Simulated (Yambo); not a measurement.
Yambo run on MoS2 (space group P6_3/mmc, No. 194). The wavefunctions are PBEsol (pw.x of Quantum ESPRESSO, ONCV potentials, with spin-orbit coupling) ones on a 6×6×1 mesh (52 occupied bands); a = b = 3.1499 Å, c = 12.0908 Å, α = β = 90.00°, γ = 120.00°.

Yambo input:

```
rim_cut
HF_and_locXC
RandQpts= 1000000
RandGvec= 1 Ry
EXXRLvcs= 80 Ry
VXCRLvcs= 320 Ry
% QPkrange
 1 | 1 | 52 | 53 |
 4 | 4 | 52 | 53 |
 5 | 5 | 52 | 53 |
 7 | 7 | 50 | 54 |
%
```

k points by index: 1 = Γ, 4 = M, 5 = (0.167, 0.167, 0), 7 = K.

The o-*.hf file then holds:

```
#    K-point    Band    Eo [eV]    Ehf [eV]    Vxc [eV]    Vnlxc [eV]
#
    1    52    0.000000    -0.598394    -16.29952    -16.89791
    1    53    2.028287    6.333858    -15.59831    -11.29274
    4    52    -1.368402    -2.787537    -14.85348    -16.27262
    4    53    1.586961    6.546236    -18.59303    -13.63376
    5    52    -1.522865    -2.849300    -16.03996    -17.36639
    5    53    0.737541    4.703122    -15.09631    -11.13073
    7    50    -0.892887    -1.473436    -16.13633    -16.71688
    7    51    -0.635344    -1.088546    -16.39118    -16.84438
    7    52    -0.635344    -1.088546    -16.39118    -16.84438
    7    53    1.037033    5.250485    -17.53439    -13.32094
    7    54    1.037033    5.250485    -17.53439    -13.32094
```
Exchange alone, without screening.

Geometry relaxed with PBE+D3(BJ).
